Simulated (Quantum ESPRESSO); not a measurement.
Parts of the isotropic shielding in SiO2, by PBE GIPAW on JTH datasets (Quantum ESPRESSO, modified build), 22.5 Ha, k-mesh 3×3×3 shifted:

```
O2Si
1.0
    4.91656     0.00000     0.00000
   -2.45828     4.25787     0.00000
    0.00000     0.00000     5.43163
Si O
3 6
Direct
  0.00000   0.47694   0.33333
  0.52306   0.52306   0.00000
  0.47694   0.00000   0.66667
  0.14454   0.73144   0.54782
  0.26856   0.41310   0.21449
  0.58690   0.85546   0.88115
  0.73144   0.14454   0.45218
  0.41310   0.26856   0.78551
  0.85546   0.58690   0.11885
```
The cell was made here from a computed Materials Project entry: Si1 and its equivalents moved by 0.04 Å along (-0.50, 0.87, 0.00), space group kept. The parent is SiO2 in P3₂21. Stability against distortions was not tested.

The core term is that of the free atom's frozen core; the paramagnetic column sums the reconstruction terms. These are absolute shieldings with no macroscopic susceptibility term; δ = σ_ref − σ needs a reference computed alike. By our sweeps, such settings leave a few ppm in absolute σ. No d partial waves on Si: the paramagnetic term there is incompletely reconstructed.

```tsv
site	core	bare (smooth current)	diamagnetic correction	paramagnetic corrections	σ_iso (ppm)
Si (atoms 1, 2, 3)	837.8	-24.8	3.0	(withheld)	(withheld)
O (atoms 4, 5, 6, 7, 8, 9)	271.1	61.6	27.2	(withheld)	(withheld)
```

### Question
What belongs in the gaps?

### Answer

- Si (atoms 1, 2, 3), paramagnetic corrections: -380.4
- Si (atoms 1, 2, 3), σ_iso (ppm): 435.7
- O (atoms 4, 5, 6, 7, 8, 9), paramagnetic corrections: -149.0
- O (atoms 4, 5, 6, 7, 8, 9), σ_iso (ppm): 210.9
